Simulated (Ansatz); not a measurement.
Band structure of Al

```yaml
crystal:
  lattice:
    - [0.00000, 2.02398, 2.02398]
    - [2.02398, 0.00000, 2.02398]
    - [2.02398, 2.02398, 0.00000]
  atoms:
    - { symbol: Al, position: [0.00000, 0.00000, 0.00000] }
```

The cell comes from COD entry 4313206, which wasn't checked; take it as a given geometry.

All numbers below come from Ansatz 0.2.0, DFT, LDA, all-electron LAPW, scalar-relativistic.

Settings: a Γ-centred 17×17×17 k mesh, Fermi–Dirac smearing of 0.03 eV, basis error target 0.5 meV/atom, no spin polarisation.

Points in fractions of the reciprocal vectors of this cell: Γ (0, 0, 0), X (0.5, 0, 0.5), U (0.625, 0.25, 0.625), K (0.375, 0.375, 0.75), L (0.5, 0.5, 0.5), W (0.5, 0.25, 0.75). The path joins them by straight lines in the order Γ–X–U–K–Γ–L–W–X; legs that retrace an earlier one aren't tabulated. Energies are in eV from the Fermi level.

Problem. Is there a gap?

Solution. none: with an odd electron count and no spin polarisation the bands can't all be full, a metal in this set-up (spin order or a larger cell could open a gap).

Problem. List the levels between -5 and 5 eV at the symmetry points.

Solution. 
Γ: none in this range
X: -2.88, -1.62
U: -1.85, -1.32, -0.45
K: -1.85, -1.32, -0.45
L: -4.52, -4.39
W: -0.82 (×2), 0.22, 0.96
